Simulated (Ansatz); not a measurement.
Computed with DFT PBE, scalar-relativistic, plane waves, PAW (Ansatz 0.2.0). All cells share a 420 eV cutoff and Γ-centred k meshes spaced at most about 0.3 Å⁻¹ (about 0.25 or finer for metals, 2π included). Collinear spin in cells that started with moments and kept them past the coarse steps, no spin elsewhere.

These are static total energies at zero pressure.

Compare these two cells of YCrC₄N₄, each relaxed at this level.

1. (site moments Cr 2.6 μB)

```yaml
crystal:
  lattice:
    - [7.83005, 0.00000, 0.00000]
    - [0.00000, 7.83005, 0.00000]
    - [0.00000, 0.00000, 3.89993]
  atoms:
    - { symbol: Y, position: [0.50000, 0.50000, 0.00000] }
    - { symbol: Cr, position: [0.00000, 0.00000, 0.00000] }
    - { symbol: C, position: [0.18380, 0.81620, 0.00000] }
    - { symbol: C, position: [0.81620, 0.18380, 0.00000] }
    - { symbol: C, position: [0.18380, 0.18380, 0.00000] }
    - { symbol: C, position: [0.81620, 0.81620, 0.00000] }
    - { symbol: N, position: [0.28983, 0.71017, 0.00000] }
    - { symbol: N, position: [0.71017, 0.28983, 0.00000] }
    - { symbol: N, position: [0.28983, 0.28983, 0.00000] }
    - { symbol: N, position: [0.71017, 0.71017, 0.00000] }
```

2. (site moments Cr 2.8 μB)

```yaml
crystal:
  lattice:
    - [6.30975, 0.00000, 0.00000]
    - [0.00000, 6.30975, 0.00000]
    - [0.00000, 0.00000, 6.30975]
  atoms:
    - { symbol: Y, position: [0.50000, 0.50000, 0.50000] }
    - { symbol: Cr, position: [0.00000, 0.00000, 0.00000] }
    - { symbol: C, position: [0.18659, 0.18659, 0.18659] }
    - { symbol: C, position: [0.18659, 0.81341, 0.81341] }
    - { symbol: C, position: [0.81341, 0.18659, 0.81341] }
    - { symbol: C, position: [0.81341, 0.81341, 0.18659] }
    - { symbol: N, position: [0.29485, 0.29485, 0.29485] }
    - { symbol: N, position: [0.29485, 0.70515, 0.70515] }
    - { symbol: N, position: [0.70515, 0.29485, 0.70515] }
    - { symbol: N, position: [0.70515, 0.70515, 0.29485] }
```

Question: Which is lower in energy, and by how much?

Answer: Cell 2 is lower, by 59 meV/atom. Cell 1 has space group P4/mmm (No. 123), 23.9 Å³/atom and no gap on its mesh; cell 2 has space group P-43m (No. 215), 25.1 Å³/atom and a gap of 0.87 eV. The lower one is the more open, so pressure narrows the difference. In cell 1, Y is surrounded by 4 N at 2.33 Å; around Cr lie 4 C at 2.04 Å; C is surrounded by 1 N at 1.17 Å and 1 Cr at 2.04 Å; N has 1 C at 1.17 Å and 1 Y at 2.33 Å. In cell 2, Y has 4 N at 2.24 Å; around Cr lie 4 C at 2.04 Å; C has 1 N at 1.18 Å and 1 Cr at 2.04 Å; N has 1 C at 1.18 Å and 1 Y at 2.24 Å. Both come from invented guesses.

Kohn–Sham gaps at this level usually fall short of measured ones. In such compounds of Cr a zero gap at this level may well be an artefact, since no Hubbard U is applied. Another magnetic order may lie lower. Cells relaxed within their symmetry can be saddle points.
